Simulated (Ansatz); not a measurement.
Trial structures of PbTeI6

PbTeI6 was placed in 7 structures, borrowed from other compounds or built from prototypes, and relaxed with PBEsol and then r2SCAN+rVV10 in the plane-wave code Ansatz, symmetry kept. Energies are static, from a final single point; gaps are the least over its mesh and special points. Simulated, non-magnetic, generated structures, which need not be known phases.

```
                 start  ends in  volume (Å³/atom)  energy, r2SCAN+rVV10 (meV/atom)  gap, r2SCAN+rVV10 (eV)    shaken (PBEsol)
 MgZrF6 type (No. 225)    Fm-3m             55.60                              169                    0.07      falls 112 meV
  KCrF6 type (No. 148)      R-3             39.11                              308                   metal         not tested
 LaAlH6 type (No. 166)     R-3m             62.08                               63                    1.88  returns (8 atoms)
   CuSnF6 type (No. 2)      R-3             41.43                                0                    1.07  returns (8 atoms)
TiAlNi6 type (No. 123)   P4/mmm             36.06                              342                   metal       falls 80 meV
TaNbAl6 type (No. 123)   P4/mmm             36.04                              340                   metal       falls 78 meV
 MgTiF6 type (No. 148)      R-3             41.43                                0                    1.07  returns (8 atoms)
```
Energies count from the lowest cell; the last column tells what a randomly displaced small cell does when relaxed without symmetry, which tests only the distortions that fit it.

Of the symmetric cells the lowest is the one started from MgTiF6 type (No. 148), which ends in R-3 (No. 148), 63 meV an atom below the next (LaAlH6 type (No. 166)). With PBEsol some shaken cells land within 15 meV an atom of the lowest symmetric one. Other structures, not tried here, could lie lower.

The start from CuSnF6 type (No. 2) relaxes into the same structure as MgTiF6 type (No. 148). The start from TiAlNi6 type (No. 123) relaxes into the same structure as TaNbAl6 type (No. 123). The cells shaken are PBEsol's, whose volumes can differ from those tabled by ten per cent. The falls are PBEsol's, in meV an atom on the shaken cell's own mesh; a cell that falls isn't a minimum, and its place in the table may change once it distorts.

The cells in order of energy (the first three):
- MgTiF6 type (No. 148): R-3, 41.43 Å³ an atom. Te has 6 I at 2.96 Å; Pb has 6 I at 3.22 Å; I has 1 Te at 2.96 Å and 1 Pb at 3.22 Å.
- LaAlH6 type (No. 166): R-3m, 62.08 Å³ an atom. Te is surrounded by 6 I at 2.97 Å; Pb is surrounded by 6 I at 3.22 Å; I is surrounded by 1 Te at 2.97 Å and 1 Pb at 3.22 Å.
- MgZrF6 type (No. 225): Fm-3m, 55.60 Å³ an atom. Around Te lie 6 I at 2.94 Å; around Pb lie 6 I at 3.12 Å; around I lie 1 Te at 2.94 Å and 1 Pb at 3.12 Å.

The lowest symmetric cell:
```
CELL_PARAMETERS angstrom
3.71686 2.14593 6.92504
-3.71686 2.14593 6.92504
0.00000 -4.29186 6.92504
ATOMIC_POSITIONS crystal
Te 0.50000 0.50000 0.50000
Pb 0.00000 0.00000 0.00000
I 0.54969 0.92342 0.26824
I 0.92342 0.26824 0.54969
I 0.73176 0.45031 0.07658
I 0.07658 0.73176 0.45031
I 0.45031 0.07658 0.73176
I 0.26824 0.54969 0.92342
```

Spin-orbit coupling is left out; in compounds of Pb, Bi, Tl or Hg it can lower a gap by up to about 1 eV, split its edges or invert the bands.
